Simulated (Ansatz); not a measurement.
All numbers below come from DFT PBE, scalar-relativistic, plane waves, PAW in Ansatz 0.2.0. Settings: cutoff 420 eV, Γ-centred meshes spaced at most about 0.3 Å⁻¹, and about 0.25 Å⁻¹ or finer for metals (2π included), Gaussian smearing. No spin polarisation in the final relaxations.

These are static total energies at zero pressure.

Compare these two cells of HfC5, each relaxed at this level.

1.

```
Hf C
1.0
     2.62972    0.00000    0.00000
    -1.31486    2.27740    0.00000
     0.00000    0.00000    8.81393
Hf C
1 5
Direct
  0.00000 0.00000 0.00000
  0.66667 0.33333 0.66360
  0.00000 0.00000 0.72210
  0.66667 0.33333 0.50000
  0.00000 0.00000 0.27790
  0.66667 0.33333 0.33640
```

2.

```
Hf C
1.0
     2.46369    1.42241    2.57360
    -2.46369    1.42241    2.57360
     0.00000   -2.84482    2.57360
Hf C
1 5
Direct
  0.00000 0.00000 0.00000
  0.50000 0.50000 0.00000
  0.00000 0.50000 0.50000
  0.50000 0.00000 0.50000
  0.32595 0.32595 0.32595
  0.67405 0.67405 0.67405
```

**Question.** Which form is favoured at zero pressure, and by what margin per atom?

**Answer.** Cell 2 is lower, by 239 meV/atom. Cell 1 has space group P-6m2 (No. 187), 8.8 Å³/atom and no gap on its mesh; cell 2 has space group R-3m (No. 166), 9.0 Å³/atom and no gap. Counting C atoms around Hf (those within 1.25 times the shortest such distance or 1.15 times the sum of covalent radii; a plus sign parts nearer from farther groups), cell 1 has Hf 2 and cell 2 has Hf 8+12. Cell 1 and cell 2 both hold C–C nets. Even the lower one lies +0.99 eV/atom against the reference forms of the elements (uncorrected), so neither is stable at this level. In cell 1, Hf is surrounded by 2 C at 2.45 Å and 6 Hf at 2.63 Å; around C on a site of symmetry 3m lie 1 C at 1.44 Å and 3 C at 1.60 Å; C on a second site of symmetry 3m has 3 C at 1.60 Å and 1 Hf at 2.45 Å; 1 more site not described. In cell 2, Hf has 8 C at 2.46–2.52 Å and 12 C at 2.85–2.94 Å; C on a site of symmetry 2/m is surrounded by 2 C at 1.42 Å, 2 Hf at 2.46 Å and 4 C at 2.46 Å; C on a site of symmetry 3m is surrounded by 3 C at 1.42 Å and 1 Hf at 2.52 Å. Both come from invented guesses.

These runs have no spin–orbit coupling, which can matter for Hf. Cells relaxed within their symmetry can be saddle points.
